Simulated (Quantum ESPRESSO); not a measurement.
```yaml
crystal:
  lattice:
    - [0.00000, 1.84926, 1.79487]
    - [1.79487, 0.00000, 1.79487]
    - [1.79487, 1.84926, 0.00000]
  atoms:
    - { symbol: B, position: [0.00000, 0.00000, 0.00000] }
    - { symbol: N, position: [0.75000, 0.75000, 0.75000] }
```
The cell was made here from a computed Materials Project entry: strained by +2 % along the cube axis and by -1 % across it, atoms relaxed (PBE without dispersion, pw.x of a modified build of Quantum ESPRESSO, symmetry kept). The parent is BN in F-43m. Stability against distortions was not tested.

A lattice sum over point charges, one formal value an element (B +3, N -3), with no Sternheimer factor, costs far less than a self-consistent run. Taken along the main axis of each site's self-consistent tensor, it gives:

```
site        V along that axis, point charges (a.u.)
----------  ---------------------------------------
N (atom 2)                                    0.014
```

### Question
How do the values of the PAW reconstruction of the field gradient on a scalar-relativistic PBE ground state (Quantum ESPRESSO, JTH datasets) compare?

### Answer
```
site  Vzz, PAW (a.u.)  PAW over point charges
----  ---------------  ----------------------
N               0.052                     3.6
```
  Cores are frozen. Against all-electron runs on small test molecules, this scheme's |Vzz| missed by under 1 % on N.
